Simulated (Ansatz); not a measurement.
## Band table of Mo (sc type)

```xyz
1
Lattice="2.0277 0.0000 0.0000 0.0000 2.0277 0.0000 0.0000 0.0000 2.0277" Properties=species:S:1:pos:R:3 pbc="T T T"
Mo    0.0000    0.0000    0.0000
```

The cell comes from a relaxation on PAW files under the same functional, begun from a prototype that needn't be the stable phase.

Level of theory: DFT with LDA, scalar-relativistic, in Ansatz 0.2.0; a Γ-centred 17×17×17 k mesh, Fermi–Dirac smearing of 0.05 eV, no spin polarisation. LAPW: all electrons, basis error target 1 meV/atom.

This run: volume at 0.5 of the series' base cell.

The structure type is held throughout; the real material can change phase at far lower pressure.

Path points, in fractions of the reciprocal vectors: Γ (0.000, 0.000, 0.000), X (0.000, 0.500, 0.000), M (0.500, 0.500, 0.000), R (0.500, 0.500, 0.500). The distance column jumps between branches of the path. Levels in eV from the Fermi level; bands 14 to 18, counted from the lowest band of the run. The gap is zero, the pressure 622.7 GPa.

```
# k(1/Å) point b14 b15 b16 b17 b18
0.000 Γ -10.54 -10.54 -7.23 9.53 9.53
0.194 - -10.47 -10.04 -6.93 8.90 8.90
0.387 - -10.26 -8.92 -5.82 7.37 7.37
0.581 - -9.93 -7.85 -3.72 5.51 5.51
0.775 - -9.52 -6.87 -1.13 3.70 3.70
0.968 - -9.07 -5.87 1.06 2.14 2.14
1.162 - -8.66 -4.85 0.95 0.95 2.05
1.356 - -8.37 -3.98 0.21 0.21 2.00
1.549 X -8.27 -3.60 -0.04 -0.04 1.81
1.743 - -7.89 -3.22 -2.05 0.02 3.51
1.937 - -7.03 -4.80 -1.96 0.22 5.36
2.130 - -7.42 -6.13 0.27 0.52 6.79
2.324 - -9.76 -5.34 0.90 3.25 5.54
2.518 - -11.71 -4.63 1.30 4.09 6.52
2.711 - -13.19 -4.03 1.67 2.97 9.44
2.905 - -14.11 -3.61 1.93 2.26 10.85
3.099 M -14.42 -3.46 2.02 2.02 11.15
3.373 - -13.80 -3.77 2.12 2.22 10.64
3.646 - -12.00 -4.61 2.44 2.81 8.03
3.920 - -9.24 -5.77 3.09 3.76 3.98
4.194 - -7.16 -5.88 -0.24 4.08 4.13
4.468 - -8.31 -4.17 -3.89 2.78 5.55
4.742 - -9.36 -7.45 -5.08 5.22 7.24
5.016 - -10.19 -9.72 -6.66 8.26 8.82
5.290 Γ -10.54 -10.54 -7.23 9.53 9.53
5.625 - -9.65 -9.65 -6.41 8.11 8.40
5.961 - -7.20 -7.20 -4.60 5.39 5.39
6.296 - -4.29 -3.74 -3.74 1.60 1.60
6.632 - -6.37 -2.92 -2.92 1.19 1.19
6.967 - -8.58 -6.08 -6.08 5.68 5.68
7.302 - -10.02 -8.61 -8.61 8.83 10.43
7.638 - -10.63 -10.20 -10.20 5.07 14.69
7.973 R -10.75 -10.75 -10.75 3.69 16.75
8.247 - -10.79 -10.50 -10.15 4.62 14.73
8.521 - -10.76 -9.78 -8.40 7.19 10.66
8.795 - -10.34 -8.60 -5.67 6.18 10.44
9.069 - -9.34 -6.99 -2.29 1.85 6.87
9.343 - -7.70 -5.02 -2.07 0.45 4.51
9.617 - -5.44 -5.29 -2.87 -0.98 6.82
9.890 - -7.48 -2.88 -2.63 -0.92 4.86
10.164 X -8.27 -3.60 -0.04 -0.04 1.81
12.355 R -10.75 -10.75 -10.75 3.69 16.75
12.549 - -10.95 -10.44 -10.44 4.15 15.34
12.743 - -11.49 -9.56 -9.56 5.48 12.20
12.936 - -12.19 -8.13 -8.13 7.48 8.55
13.130 - -12.91 -6.24 -6.24 4.93 10.00
13.324 - -13.54 -3.98 -3.98 1.65 12.93
13.517 - -14.02 -1.49 -1.49 -1.03 15.63
13.711 - -14.32 -2.82 0.86 0.86 12.55
13.905 M -14.42 -3.46 2.02 2.02 11.15
```
